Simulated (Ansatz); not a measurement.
Polymorphs of AlRu, each relaxed with r²SCAN (plane waves, PAW; program Ansatz):

A: Cmcm
a = 2.978 Å, b = 9.081 Å, c = 4.082 Å, α = 90.00°, β = 90.00°, γ = 90.00°

| atom | site | symmetry | x | y | z |
|---|---|---|---|---|---|
| Al | 4c | m2m | 0.0000 | 0.4076 | 0.2500 |
| Ru | 4c | m2m | 0.0000 | 0.1357 | 0.2500 |

B: CsCl type (Pm-3m)
a = 2.983 Å, b = 2.983 Å, c = 2.983 Å, α = 90.00°, β = 90.00°, γ = 90.00°

```json
[
 {"atom": "Al", "site": "1a", "symmetry": "m-3m", "x": "0.0000", "y": "0.0000", "z": "0.0000"},
 {"atom": "Ru", "site": "1b", "symmetry": "m-3m", "x": "0.5000", "y": "0.5000", "z": "0.5000"}
]
```

C: R-3m
a = 2.8583 Å, b = 2.8583 Å, c = 11.7687 Å, α = 90.00°, β = 90.00°, γ = 120.00°

```
atom  site  symmetry       x       y       z
----  ----  --------  ------  ------  ------
Al      3a       -3m  0.0000  0.0000  0.0000
Ru      3b       -3m  0.0000  0.0000  0.5000
```

Put the candidates in order of energy per atom at 0 K, lowest first, for r²SCAN.

B (+0 meV/atom), A (+211 meV/atom), C (+324 meV/atom)

Constructed cells (a structure type filled with these elements, in neither database checked): C. Typed or built starts, not in the databases checked: A. All cells were relaxed under the symmetry of their starts (and spin orders); stability against distortions was not tested throughout. Rows with no word on spin ran without spin polarisation. Scalar-relativistic: spin–orbit coupling is off unless named, which matters more the heavier the elements.

Energies hold the estimated change up to a 700 eV cutoff; steps of a few meV lie near the error of the meshes.

Potentials: the later of the program's two PAW sets.
